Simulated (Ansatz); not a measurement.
Task: Each is relaxed and computed with the program Ansatz at the r²SCAN level (PAW). Which is the only metal?
A) SiC2, P4_2/mmc (Si on 2e, C on 4i)
B) SiC, wurtzite
C) SiGeC2, P-4m2 (Ge on 1c, Si on 1a, C on 2g)
D) HfSiO4, I4_1/amd (O on 16h, Si on 4b, Hf on 4a)

Result: A, SiC2, P4_2/mmc (Si on 2e, C on 4i). SiC2: metal; SiC: gap 2.65 eV (indirect); SiGeC2: gap 1.80 eV (indirect); HfSiO4: gap 6.00 eV (indirect). Typed or built starts, not in the databases checked: SiC2, P4_2/mmc (Si on 2e, C on 4i); SiGeC2, P-4m2 (Ge on 1c, Si on 1a, C on 2g). All cells were relaxed under the symmetry of their starts (and spin orders); stability against distortions was not tested throughout. Rows with no word on spin ran without spin polarisation. Spin–orbit coupling is left out wherever it is not named.

Potentials: the later of the program's two PAW sets.
